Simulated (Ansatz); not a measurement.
A trial cell of Ti3Al3Cu2, before relaxation:

```xyz
8
Lattice="3.8530 0.0000 0.0000 0.0000 3.8716 0.0000 0.0000 0.0000 7.5784" Properties=species:S:1:pos:R:3 pbc="T T T"
Ti    1.9265    1.9358    5.6728
Ti    1.9265    1.9358    1.9056
Ti    1.9265    0.0000    0.0000
Al    1.9265    0.0000    3.7892
Al    0.0000    1.9358    0.0000
Al    0.0000    1.9358    3.7892
Cu    0.0000    0.0000    5.6884
Cu    0.0000    0.0000    1.8900
```

Method: DFT PBE, scalar-relativistic, plane waves, PAW (Ansatz). Cutoff 420 eV, Gaussian smearing, Γ-centred meshes. Cell and atoms relax first on a coarse mesh, the cell is then made exact in the group found at 0.06 to 0.08 Å, and last on a converged mesh; the steps can't lower the symmetry of their start. A test start found moments, so the last steps have collinear spin.

A guess keeps its type if space group and coordination stay and the shape of the cell changes little (axis ratios within about 15 %, angles within 6°); the volume may change.

**Question.** Does it keep its structure type, or change into something else?

**Answer.** It keeps its type. The symmetry stays Pmmm (No. 47). The volume per atom grows by 6.5 %, from 14.1 to 15.1 Å³. The shortest distance goes from 2.69 Å (Ti–Al) to 2.73 Å (Ti–Al). Counting neighbours within 15 % of an atom's shortest distance, the start has Al 12, Cu 12, Ti 12 and the end Al 12, Cu 12, Ti 12.

The last run used collinear spin, an 8×8×4 mesh (in the run's order of axes) for its 8-atom cell and Gaussian smearing of 0.10 eV. Another magnetic order may lie lower. Symmetry constrained the relaxation, so the result can be a saddle point. Another cell of the same search, in P4/mmm, lies 19 meV/atom lower, so this cell isn't the stable form at this level.
